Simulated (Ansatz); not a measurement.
Relaxed candidate structures of TiO2:

A. I4₁/amd, origin choice 1 (No. 141), tI12, anatase type; a = b = 3.739 Å, c = 9.455 Å, α = β = γ = 90.00°; Ti 4a (0.000, 0.000, 0.000); O 8e (0.000, 0.000, 0.208)

B. P4₂/mnm (No. 136), tP6, rutile type; a = b = 4.548 Å, c = 2.917 Å, α = β = γ = 90.00°; Ti 2a (0.000, 0.000, 0.000); O 4f (0.304, 0.304, 0.000)

Q: Put the candidates in order of energy per atom, lowest first, for LDA (plane waves to 420 eV, PAW, scalar-relativistic; Ansatz, an electronic-structure program).

A: A (reference, the lowest of the structures calculated here), B (+12 meV/atom)

Q: Give each candidate's band gap.

A: No candidate is metallic. A: 2.08 eV (no spin-orbit coupling); B: 1.86 eV (no spin-orbit coupling).

Each run could gain symmetry but not lose that of its start, so entries can be saddle points.  Energies are at zero temperature and pressure, without zero-point motion. The runs use different k-meshes, so differences are rounded accordingly. No spin polarisation in the result.
